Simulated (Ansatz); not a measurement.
**CsPbCl₃, a database entry at a rescaled volume**

```
Cs Pb Cl
1.0
     5.56764    0.00000    0.00000
     0.00000    5.56764    0.00000
     0.00000    0.00000    5.56764
Cs Pb Cl
1 1 3
Direct
  0.00000 0.00000 0.00000
  0.50000 0.50000 0.50000
  0.50000 0.50000 0.00000
  0.00000 0.50000 0.50000
  0.50000 0.00000 0.50000
```

Method: LDA, spin-orbit coupling; PAW, plane waves to 420 eV, 6×6×6 Γ-centred mesh, fermi-dirac occupations (width 0.1 eV) (Ansatz 0.2.0), atoms fixed.

The state carries no moments; the state need not be the lowest.

What is the formation energy?

-1.60 eV an atom against the elements' usual phases (free molecules for gases, crystals otherwise, with no correction for O₂ or N₂), so it is bound against them; other compounds may still compete. Relaxing would lower it.

Is the cell too large or too small?

The pressure is -0.8 GPa (compression positive), so with the atoms held at these fractions the cell would first shrink.

What is the band gap?

The gap is 0.43 eV, direct at the points sampled.

Which element gives electrons and which takes them?

Bader charges in e: Cs +0.88, Pb +1.15, Cl -0.68. In the mean Pb gives up most and Cl takes most.

Are the atoms at rest?

The forces vanish by the symmetry of the sites.

Which orbitals make up the band edges?

Within 0.7 eV of the edges, the states project mainly on Cl p (60 %) and Pb s (30 %) below the gap and on Pb p (76 %) above it.

Origin: a database entry at a rescaled volume.
